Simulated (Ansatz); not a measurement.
Level of theory: Ansatz 0.2.0, DFT, PBEsol, plane waves (420 eV) with PAW, scalar-relativistic. The PAW files were generated under PBE, with cores re-solved for the functional.

An element in the diamond structure gives this curve. The cell is scaled uniformly from the relaxed one, with fractional coordinates and shape fixed. Energies are extrapolated to zero smearing, pressures are those at the given smearing. Magnetic state: non-magnetic.

```
V (Å³/atom)  E − E₀ (meV/atom)  P (GPa)
     12.202              136.0    29.63
     12.756               55.5    17.50
     13.311               12.6     7.78
     13.866                0.0    -0.02
     14.420               11.6    -6.30
     14.975               42.8   -11.35
     15.530               89.7   -15.40
```

**Question.** Which element is it?
A. chromium
B. vanadium
C. copper
D. iron

**Answer.** D. Its fit is V₀ = 13.86 Å³/atom, B₀ = 175 GPa, B₀′ = 4.4.
